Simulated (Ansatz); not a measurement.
SrPd$_{5}$:
```xyz
6
Lattice="5.4110 0.0000 0.0000 -2.7055 4.6861 0.0000 0.0000 0.0000 4.3913" Properties=species:S:1:pos:R:3 pbc="T T T"
Sr     0.0000     0.0000     0.0000
Pd     2.7055     1.5620     0.0000
Pd     0.0000     3.1240     0.0000
Pd     2.7055     0.0000     2.1956
Pd     1.3527     2.3430     2.1956
Pd    -1.3527     2.3430     2.1956
```

Relaxed with r²SCAN. Special points in fractions of this cell's reciprocal vectors: Γ (0.000, 0.000, 0.000); M (0.500, 0.000, 0.000); K (0.333, 0.333, 0.000); A (0.000, 0.000, 0.500); L (0.500, 0.000, 0.500); H (0.333, 0.333, 0.500).

List the band energies nearest the Fermi level at these points for r²SCAN in the plane-wave PAW code Ansatz.

In eV from the Fermi level; about four levels below and three above (degenerate sets whole), none deeper than 8.9 eV; points with the same levels are listed once.

```csv
k,below,above
Γ,-1.27 -1.27 -0.97 -0.97,0.23 0.23 0.30
M,-1.26 -1.20 -1.12 -0.93,0.23 1.64 2.72
K,-1.19 -0.75 -0.75 -0.06,0.23 3.66 4.67 4.67
A,-1.21 -1.21 -0.70 -0.70 -0.52,0.22 0.22 0.30
L,-1.25 -1.15 -0.80 -0.56,0.22 0.41 0.47
H,-1.09 -1.09 -0.84 -0.13 -0.13,1.24 1.24 2.18
```

Space group P6/mmm. The first step of the workflow began from a Materials Project structure, measured or hypothetical; the Crystallography Open Database files this formula in space group No. 191, but the cells were not matched. Whether it is the stable phase at ambient conditions was not checked. The cell was relaxed with r²SCAN under the symmetry of its start; whether a distortion lowers the energy is not shown. The run is not spin-polarised. Spin–orbit coupling is left out wherever it is not named.

Potentials: the later of the program's two PAW sets.
